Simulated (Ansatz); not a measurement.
ZrH, DFT, PBEsol, PAW with Ansatz's default frozen-core files, scalar-relativistic (Ansatz 0.2.0), run on 1 thread of Intel(R) Xeon(R) 6975P-C (Granite Rapids) on a shared host.

The geometry is COD entry 1540981, unchecked; take it as a test cell. The listed cell was then made from it by scaling, straining or moving an atom.

Command: `ansatz run input.yaml --threads 1 --pin off --max-ram 4096MiB --backend cpu --events-out ev --progress --plain --runs-dir out`

```yaml
crystal:
  lattice:
    - [3.2427916985, -0.0162139585, -0.0162139585]
    - [-0.0162139585, 3.2427916985, -0.0162139585]
    - [-0.02474, -0.02474, 4.948]
  atoms:
    - { symbol: Zr, position: [0.0, 0.5, 0.0] }
    - { symbol: Zr, position: [0.5, 0.0, 0.5] }
    - { symbol: H, position: [0.0, 0.0, 0.75] }
    - { symbol: H, position: [0.0, 0.0, 0.25] }
kpoints:
  mp_grid: { grid: [9, 9, 6] }
scf:
  occupations: { method: fermi_dirac, width: 0.02 }
hamiltonian:
  xc: pbesol
  pseudopotentials: { kind: paw }
output:
  forces: true
  stress: true
  eigenvalues: true
  efg: { contact_densities: true }
  write_density: true
  write_potential: true
  elf: true
  volumetric_format: npy
```

(1) How large is the problem that the program sets up?

(2) Estimate the wall time and the peak memory.

(3) And the same cell and mesh by crystal-made all-electron datasets, asked for forces, stress, eigenvalues, efg, on the same hardware?

Answers

(1) 140 irreducible k-points, 1029 plane waves at Γ, 17 bands.

(2) 5.2 s of wall time for 6 SCF iterations, with a peak of 0.49 GiB. Times on shared machines scatter by tens of per cent.

(3) 15 s, peak memory 0.78 GiB.
